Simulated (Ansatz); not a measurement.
V:
```yaml
crystal:
  lattice:
    - [-1.49194, 1.49194, 1.49194]
    - [1.49194, -1.49194, 1.49194]
    - [1.49194, 1.49194, -1.49194]
  atoms:
    - { symbol: V, position: [0.00000, 0.00000, 0.00000] }
```

Relaxed with r²SCAN.

Question: Map the electron localisation function on the plane through (0.000, 0.000, 0.000) spanned by u = [1, 1, 0] and v = [1, -1, 0] in lattice vectors, from plane-wave PAW r²SCAN (Ansatz code).

Answer: x is the fraction of u, y of v (the angle between them is 90°; rows are the nearest grid lines); atoms in the plane: V at (0.00, 0.00), V at (0.50, 0.50).
```
|@@@#-  -+-  -#@@@|
|@@@#-  -+-  -#@@@|
|@@%*: .=*=. :*%@@|
|##*-  :+*+:  -*##|
|--.  .--=--.  .--|
|    ...   ...    |
|:::..  ...  ..:::|
|++-. .-+++-. .-++|
|*+: .=#@@@#=. :+*|
|+=  :#@@@@@#:  =+|
|+-  -#@@@@@#-  -+|
|+-  -#@@@@@#-  -+|
|+=  :#@@@@@#:  =+|
|*+: .=#@@@#=. :+*|
|++-. .-+++-. .-++|
|:::..  ...  ..:::|
|    ...   ...    |
|--.  .--=--.  .--|
|##*-  :+*+:  -*##|
|@@%*: .=*=. :*%@@|
|@@@#-  -+-  -#@@@|
|@@@#-  -+-  -#@@@|
```
Scale: ten equal steps from 0.134 (start of ' ') to 0.721 (end of '@'), in the order ' .:-=+*#%@'; x runs from 0.000 to 1.00, y from 0.000 (bottom) to 1.00 (top).

The density is the valence pseudo-density with augmentation charge, so density and ELF within about 1 Å of a nucleus are not all-electron values.

Space group Im-3m (bcc (W type)). The r²SCAN relaxation kept the symmetry of its start. No spin polarisation was allowed.

Potentials: the earlier of the program's two PAW sets.
